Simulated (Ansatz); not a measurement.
Total density of states per atom from DFT-r²SCAN in the program Ansatz with PAW potentials, in 0.25 eV bins, energy from the Fermi level:

(E (eV), states/eV/atom): (-7.85, 0.32); (-7.60, 0.41); (-7.35, 0.41); (-7.10, 0.37); (-6.85, 0.32); (-6.60, 0.28); (-6.35, 0.23); (-6.10, 0.19); (-5.85, 0.07); (-5.60, 0.02); (-5.35, 0.14); (-5.10, 0.21); (-4.85, 0.41); (-4.60, 0.66); (-4.35, 0.38); (-4.10, 0.30); (-3.85, 0.25); (-3.60, 0.21); (-3.35, 0.19); (-3.10, 0.16); (-2.85, 0.14); (-2.60, 0.12); (-2.35, 0.11); (-2.10, 0.23); (-1.85, 0.54); (-1.60, 0.51); (-1.35, 0.48); (-1.10, 0.49); (-0.85, 0.53); (-0.60, 0.64); (-0.35, 0.67); (-0.10, 0.64); (0.15, 0.60); (0.40, 0.57); (0.65, 0.54); (0.90, 0.52); (1.15, 0.50); (1.40, 0.41); (1.65, 0.27); (1.90, 0.20); (2.15, 0.15); (2.40, 0.10); (2.65, 0.07); (2.90, 0.02); (3.15, 0.05); (3.40, 0.16); (3.65, 0.23); (3.90, 0.33); (4.15, 0.44); (4.40, 0.57); (4.65, 0.79)

Which of these materials gives this?
(A) YZnSi, P-6m2 (Y on 1a, Zn on 1d, Si on 1f)
(B) Lu3GaC, anti-perovskite
(C) Ga, diamond
(D) TiC, rock salt

C, Ga, diamond. Within 0.5 eV of the Fermi level: Ga 4p 93 %, Ga 4s 6 %. Projections are on Löwdin-orthogonalised atomic valence shells; empty p or d shells of many metals are not among them.

Space group Fd-3m (diamond). The start of the workflow was typed in or built on a structure type; neither database checked (COD, Materials Project) lists it. It is not the phase usual at ambient conditions (space group No. 64). Symmetry was held in the r²SCAN relaxation. At this level the phase is mechanically unstable. The volume moved by -21 % from the start of the relaxation. Scalar-relativistic: spin–orbit coupling is off unless named, which matters more the heavier the elements.

Potentials: the later of the program's two PAW sets.
